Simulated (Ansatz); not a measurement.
La₃Te₄:
```
CELL_PARAMETERS angstrom
     -4.72465     4.72465     4.72465
      4.72465    -4.72465     4.72465
      4.72465     4.72465    -4.72465
ATOMIC_POSITIONS crystal
  Te 0.15512 0.15512 0.15512
  Te 0.84488 0.50000 0.00000
  Te 0.50000 0.00000 0.34488
  Te 0.00000 0.84488 0.50000
  Te 0.34488 0.50000 0.00000
  Te 0.65512 0.65512 0.65512
  Te 0.00000 0.34488 0.50000
  Te 0.50000 0.00000 0.84488
  La 0.25000 0.62500 0.37500
  La 0.37500 0.25000 0.62500
  La 0.75000 0.87500 0.12500
  La 0.12500 0.75000 0.87500
  La 0.62500 0.37500 0.25000
  La 0.87500 0.12500 0.75000
```

Relaxed with LDA. Special points in fractions of this cell's reciprocal vectors: Γ (0.000, 0.000, 0.000); H (0.500, -0.500, 0.500); N (0.000, 0.000, 0.500); P (0.250, 0.250, 0.250).

Problem. List the band energies nearest the Fermi level at these points for DFT-LDA in the program Ansatz with PAW potentials.

Solution. In eV from the Fermi level; about four levels below and three above (degenerate sets whole), none deeper than 8.9 eV; points with the same levels are listed once.

```json
[
 {"k": "Γ", "below": "-0.55 -0.55 -0.17 -0.17 -0.17", "above": "0.70 0.70 0.70"},
 {"k": "H", "below": "-1.66 -1.66 -1.66 -1.66", "above": "0.56 0.56 0.56 0.56 0.56 0.56"},
 {"k": "N", "below": "-2.50 -2.50 -1.80 -1.80", "above": "0.00 0.00 0.37 0.37"},
 {"k": "P", "below": "-2.55 -2.55 -2.55 -2.55 -2.24 -2.24", "above": "0.37 0.37 0.37 0.37"}
]
```

Space group I-43d. The workflow started from an entry of the Crystallography Open Database (COD). Whether it is the stable phase at ambient conditions was not checked. The cell was relaxed with LDA under the symmetry of its start; its stability against distortions is not shown here. Scalar-relativistic: spin–orbit coupling is off unless named, which matters more the heavier the elements.

Potentials: the later of the program's two PAW sets.
